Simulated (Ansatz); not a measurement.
TiAl (CuAu type, space group P4/mmm)

```yaml
crystal:
  lattice:
    - [2.81292, 0.00000, 0.00000]
    - [0.00000, 2.81292, 0.00000]
    - [0.00000, 0.00000, 4.05841]
  atoms:
    - { symbol: Al, position: [0.50000, 0.50000, 0.50000] }
    - { symbol: Ti, position: [0.00000, 0.00000, 0.00000] }
```

Two coordinates are scanned: the volume, and the ratio of the stretch along z (the conventional c axis) to the stretch across it. Atoms keep their fractional coordinates.

Method: r2SCAN (plane waves to 500 eV, PAW, scalar-relativistic; Ansatz, an electronic-structure program). k mesh 16×16×12 (Γ-centred), Fermi-Dirac smearing 0.05 eV. Stress and pressure are positive under compression. With partly filled bands, the response to shear is sensitive to the k mesh, so small differences along c/a are uncertain. TiAl is run without spin polarisation. TiAl was relaxed with its symmetry unable to fall.

At one point of the scan the stress tensor (GPa) is:

```
   -2.1      0.0      0.0
    0.0     -2.1      0.0
    0.0      0.0     -4.9
```

### Question
Which point is it?
A) V/V₀ = 1.027, (c/a)/(c/a)₀ = 1.027
B) V/V₀ = 1.053, (c/a)/(c/a)₀ = 0.960
C) V/V₀ = 1.080, (c/a)/(c/a)₀ = 1.013
D) V/V₀ = 1.053, (c/a)/(c/a)₀ = 1.040

### Answer
A, V/V₀ = 1.027, (c/a)/(c/a)₀ = 1.027

(Under strain, the slope of the energy per volume gives the stress and its curvature an elastic modulus.)
